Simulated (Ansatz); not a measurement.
The start is a relaxed Co cell, doubled along one cell vector, shaken by Gaussian noise of σ = 0.08 Å a coordinate. A full variable-cell relaxation at zero pressure is run with PBE (plane waves to 420 eV, PAW, scalar-relativistic; Ansatz, a quantum-chemistry and plane-wave program). The first steps use a coarse 15×8×8 k-mesh.

The start:
```yaml
crystal:
  lattice:
    - [2.49392, 0.00000, 0.00000]
    - [-2.49392, 4.31959, 0.00000]
    - [0.00000, 0.00000, 4.03185]
  atoms:
    - { symbol: Co, position: [0.31522, 0.30473, 0.71954] }
    - { symbol: Co, position: [0.36356, 0.84823, 0.74178] }
    - { symbol: Co, position: [0.70347, 0.19469, 0.23863] }
    - { symbol: Co, position: [0.60426, 0.63241, 0.23775] }
```
Spin-polarised start, with parallel moments on Co.

| Item | Value |
|---|---|
| Initial pressure | +6.3 GPa (positive: the cell is compressed) |
| Largest initial force | 2.48 eV/Å, on Co4 (atoms numbered as listed) |
| Energy released | 0.12 eV/atom |
| Relative to the parent | It returns to the parent structure, P6₃/mmc (No. 194) |
| Shortest distances (start → end) | The closest pairs of elements (up to four, under 3.6 Å), start → end: Co–Co 2.22 → 2.48 Å |
| Moments at the end | net 1.61 μB/atom, ferromagnetic |
| Optimiser moves | 6 |

Final values are on a 21×21×12 k-mesh of the relaxed cell. Spin state reached: ferromagnetic (net 1.61 μB/atom), from parallel starting moments; other spin orders were not run from this start.
